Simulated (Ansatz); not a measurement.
**Profile along the Hf–Hf line in Hf (hcp, Mg type)**

Hf (hcp, Mg type), conventional cell a = b = 3.1979 Å, c = 5.0473 Å, α = β = 90.00°, γ = 120.00°. The calculation uses the primitive cell of 2 atoms, to which meshes and values per cell refer.

Fields along a shortest Hf–Hf line of a (1 -1 0 0) plane (3.20 Å), from Hf to Hf, interpolated on the slice's grid (step about 0.2 Å). All values below come from r2SCAN (plane waves to 500 eV, PAW, scalar-relativistic; Ansatz, an electronic-structure program). k mesh 17×17×9. These are valence fields of a PAW run, semicore shells included where kept as valence: close to a nucleus they are smooth pseudo fields. Hf is run without spin polarisation. Hf was relaxed with its symmetry unable to fall. Spin-orbit coupling is left out, though Hf is heavy.

```tsv
distance from Hf (Å)	valence electron density (e/Å³)	electron localisation function
0.00	35.56	x
0.16	31.85	x
0.32	22.85	x
0.48	13.18	x
0.64	6.16	0.78
0.80	2.39	0.59
0.96	0.87	0.32
1.12	0.38	0.16
1.28	0.23	0.15
1.44	0.19	0.24
1.60	0.19	0.28
1.76	0.19	0.24
1.92	0.23	0.15
2.08	0.38	0.16
2.24	0.87	0.32
2.40	2.39	0.59
2.56	6.16	0.78
2.72	13.18	x
2.88	22.85	x
3.04	31.85	x
3.20	35.56	x
```

x: too close to a nucleus for the ELF to mean much.

Density on the Hf–Hf line (3.20 Å) at its midpoint: 0.19 e/Å³. ELF at that point: 0.3.
